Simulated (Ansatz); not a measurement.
A relaxed structure of TaAs. Space group I4₁md (No. 109). Level of theory: PBE (plane waves to 420 eV, PAW, scalar-relativistic; Ansatz, a program for electronic structure).

```cif
data_As4Ta4
_chemical_formula_sum 'Ta4 As4'
_space_group_name_H-M_alt 'I41md'
_space_group_IT_number 109
_space_group_name_Hall 'I 4bw -2'
_cell_length_a 3.46306
_cell_length_b 3.46306
_cell_length_c 11.73300
_cell_angle_alpha 90.000
_cell_angle_beta 90.000
_cell_angle_gamma 90.000
loop_
_atom_site_label
_atom_site_type_symbol
_atom_site_symmetry_multiplicity
_atom_site_Wyckoff_symbol
_atom_site_fract_x
_atom_site_fract_y
_atom_site_fract_z
_atom_site_occupancy
Ta1 Ta 4 a 0.00000 0.00000 0.74912 1
As1 As 4 a 0.00000 0.00000 0.16688 1
```
(The calculation used a cell of 4 atoms; values per cell refer to that cell.)

Problem. What is the computed band gap (PBE)?

Solution. No gap on the sampled points, where the bands overlap only slightly; such a result is sensitive to mesh and level.

No spin polarisation in the result.

The run could not lose the symmetry of its start; a randomly shaken copy of 4 atoms returns to this structure.
